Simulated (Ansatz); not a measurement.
**Calculated quadrupolar parameters for SiNi2 under strain**

The cell is a COD entry, relaxed with PBE at fixed cell and then changed (z stretched by 1 %, ions relaxed).

```xyz
12
Lattice="4.9900 0.0000 0.0000 0.0000 3.7200 0.0000 0.0000 0.0000 7.1306" Properties=species:S:1:pos:R:3 pbc="T T T"
Si    1.4426    0.9300    2.7438
Si    1.0524    2.7900    6.3091
Si    3.9376    0.9300    0.8215
Si    3.5474    2.7900    4.3868
Ni    4.7784    0.9300    5.6698
Ni    2.7066    2.7900    2.1045
Ni    2.2834    0.9300    5.0261
Ni    0.2116    2.7900    1.4608
Ni    1.6455    0.9300    0.4263
Ni    0.8495    2.7900    3.9916
Ni    4.1405    0.9300    3.1390
Ni    3.3445    2.7900    6.7043
```

Sites (sets of like atoms) are named by element and the number of their first atom in this list.

Method: Kohn–Sham DFT in Ansatz, PBE, plane waves and PAW, scalar-relativistic, collinear spin, 420 eV cutoff, Γ-centred 9×12×6 k-points, Fermi–Dirac smearing 0.05 eV. Start moments as typed (μB): 1.5 on each Ni, none on the rest.

Conventions: |V_zz| ≥ |V_yy| ≥ |V_xx|, η = (V_xx − V_yy)/V_zz, C_Q = eQV_zz/h. Directions are in the Cartesian axes of the cell vectors above, for the atom listed; none is given where the gradient is under 0.02 or η is above 0.95.

(1) What field gradients does the calculation give at each kind of site?

## Answers

(1) 

```csv
site,first atom,first shell,V_zz (10²¹ V/m²),η,"direction of V_zz (x, y, z)"
Si,1,10 Ni at 2.32–2.73 Å,3.03,0.30,0.88 0.00 0.47
Ni5,5,"5 Si at 2.34–2.57 Å, 8 Ni at 2.57–2.72 Å",-2.09,0.79,0.97 0.00 -0.24
Ni9,9,"5 Si at 2.32–2.73 Å, 8 Ni at 2.57–2.72 Å",1.07,0.35,0.82 0.00 0.58
```

The run finds no gap above 0.1 eV (a metal, or nearly one), so the gradients can move by 10 % or more with the k-mesh. With these PAW files V_zz is typically within 2 to 3 % of all-electron values, but misses above 10 % occur on Ni. The start moments die out, and the run ends without spin.
